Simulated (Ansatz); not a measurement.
Here is the system:

AlN:
```yaml
crystal:
  lattice:
    - [0.00000, 2.18857, 2.18857]
    - [2.18857, 0.00000, 2.18857]
    - [2.18857, 2.18857, 0.00000]
  atoms:
    - { symbol: Al, position: [0.00000, 0.00000, 0.00000] }
    - { symbol: N, position: [0.25000, 0.25000, 0.25000] }
```

This is the PBEsol-relaxed structure.

Question: All from PBEsol in the plane-wave PAW code Ansatz, unless another level is named. Estimate the Born charges (a third of the trace).

Answer: Al +2.55, N -2.55 e.

Question: And the electronic dielectric constant ε∞ (DFPT)?

Answer: 4.65.

Space group F-43m (zinc blende). The PBEsol relaxation kept the symmetry of its start.

Potentials: the earlier of the program's two PAW sets. The files were generated under PBE; for other functionals the program regenerates the frozen cores, and for LDA and PBEsol the local potential too.
